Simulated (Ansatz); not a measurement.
The relaxed structure here is a generated cell of Ag: the first start was made by a random draw of sites in a space group, and the end was not matched to a known phase here, so it may be hypothetical. Known forms of Ag include space group No. 225.

One stationary structure of Ag. Space group P6/mmm (No. 191), AFLOW prototype A_hP1_191_a (A_f, as in Sn). The numbers are results of r2SCAN (plane waves to 500 eV, PAW, scalar-relativistic; Ansatz, a program for electronic structure), not measurements.

```cif
data_Ag
_chemical_formula_sum 'Ag1'
_space_group_name_H-M_alt 'P6/mmm'
_space_group_IT_number 191
_space_group_name_Hall '-P 6 2'
_cell_length_a 2.81350
_cell_length_b 2.81350
_cell_length_c 2.73618
_cell_angle_alpha 90.000
_cell_angle_beta 90.000
_cell_angle_gamma 120.000
loop_
_atom_site_label
_atom_site_type_symbol
_atom_site_symmetry_multiplicity
_atom_site_Wyckoff_symbol
_atom_site_fract_x
_atom_site_fract_y
_atom_site_fract_z
_atom_site_occupancy
Ag1 Ag 1 b 0.00000 0.00000 0.50000 1
```

For Ag, the volume per atom is 18.76 Å³ and the band gap is no gap (metallic). The shortest distances comes out as Ag–Ag 2.74 Å and the k-mesh comes out as 19×19×17.

No spin polarisation in the result.

The run could not lose the symmetry of its start, so the end can be a saddle point.
